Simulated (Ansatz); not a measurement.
**Ba3PbO (anti-perovskite), scan of one atom of the cell**

Relaxed Ba3PbO (anti-perovskite):

```
CELL_PARAMETERS angstrom
      5.41311     0.00000     0.00000
      0.00000     5.41311     0.00000
      0.00000     0.00000     5.41311
ATOMIC_POSITIONS crystal
  Ba 0.50000 0.00000 0.50000
  Ba 0.00000 0.50000 0.50000
  Ba 0.50000 0.50000 0.00000
  Pb 0.00000 0.00000 0.00000
  O  0.50000 0.50000 0.50000
```

Scan: atom 1 (Ba, nearest neighbour O at 2.707 Å; its periodic images, 5.4 Å or more away, move with it) is displaced along Cartesian x, direction (1.000, 0.000, 0.000) in Cartesian axes, by s. The other atoms stay.

Method: PBEsol (plane waves to 420 eV, PAW, scalar-relativistic; Ansatz, a program for electronic structure). k mesh 7×7×7 (Γ-centred), Fermi-Dirac smearing 0.05 eV. Energies are smeared free energies. With partly filled bands, energies and forces of such displacements shift with the k mesh and the smearing. F∥ is the force on the atom along that direction. At this level the bands of Ba3PbO touch or barely overlap. Ba3PbO was relaxed with its symmetry unable to fall. Spin-orbit coupling is left out, though Pb is heavy. The zero of ΔE is the undisplaced structure.

```tsv
s (Å)	ΔE (eV/cell)	F∥ (eV/Å)
-0.270	0.069	0.527
-0.216	0.043	0.412
-0.162	0.024	0.302
-0.108	0.011	0.197
-0.054	0.003	0.097
0.000	0.000	0.000
0.054	0.003	-0.097
0.108	0.011	-0.197
0.162	0.024	-0.302
0.216	0.043	-0.412
0.270	0.069	-0.527
```

Key numbers:

| Quantity | Value |
|---|---|
| Energy at s = 0.270 Å | 69 meV/cell |
| Force along the line at s = -0.270 Å | 0.527 eV/Å |
| Symmetry of the curve | even: the same for both signs |
| Shape of the curve | a single well with its minimum at or next to zero displacement |
| Force constant k = d²E/ds² at s = 0 (finite differences) | 1.78 eV/Å² |
| Harmonic estimate at the end of the scan | ½ks² = 65 meV/cell against the computed 69 meV/cell, so the well is stiffer than harmonic there |

The 11 points together took roughly 5 core-minutes.

(For displaced atoms, the force is minus the slope of the energy, and its curvature is a force constant, which sets phonon frequencies.)
